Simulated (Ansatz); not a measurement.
Theory: Ansatz, DFT PBE, scalar-relativistic, plane waves, PAW. All cells share a 420 eV cutoff and Γ-centred k meshes spaced at most about 0.3 Å⁻¹ (about 0.25 or finer for metals, 2π included). No spin polarisation in the final relaxations.

These are static total energies at zero pressure.

Two relaxed structures of Si4O:

A.

```
CELL_PARAMETERS angstrom
4.17510 0.00000 0.00000
0.00000 4.17510 0.00000
0.00000 0.00000 4.17510
ATOMIC_POSITIONS crystal
Si 0.00000 0.00000 0.00000
Si 0.50000 0.50000 0.00000
Si 0.50000 0.00000 0.50000
Si 0.00000 0.50000 0.50000
O 0.50000 0.50000 0.50000
```

B.

```
CELL_PARAMETERS angstrom
2.69644 0.00000 0.00000
-1.34822 2.33518 0.00000
0.00000 0.00000 10.30681
ATOMIC_POSITIONS crystal
Si 0.33333 0.66667 0.84899
Si 0.33333 0.66667 0.39279
Si 0.66667 0.33333 0.15101
Si 0.66667 0.33333 0.60721
O 0.00000 0.00000 0.00000
```

Task: Which would you expect to be lower, and how large is the difference?

Result: B is lower, by 206 meV/atom. A has space group Pm-3m (No. 221), 14.6 Å³/atom and no gap on its mesh; B has space group P-3m1 (No. 164), 13.0 Å³/atom and no gap. Counting Si atoms around O (those within 1.25 times the shortest such distance or 1.15 times the sum of covalent radii, 1.27 where that leaves under three; the shortest distance is added where it exceeds 1.18 times the sum of covalent radii), A has O 6 and B has O 6 from 2.2 Å. Even the lower one lies +0.16 eV/atom against the reference forms of the elements (uncorrected), so neither is stable at this level. Both come from invented guesses. A third cell relaxed alike, in I4/mmm, lies 130 meV/atom below the lower of the two.

Weakly bound directions are ill-defined at this level, which has no dispersion term (P-3m1), and this can change margins and order among such cells. Cells relaxed within their symmetry can be saddle points.
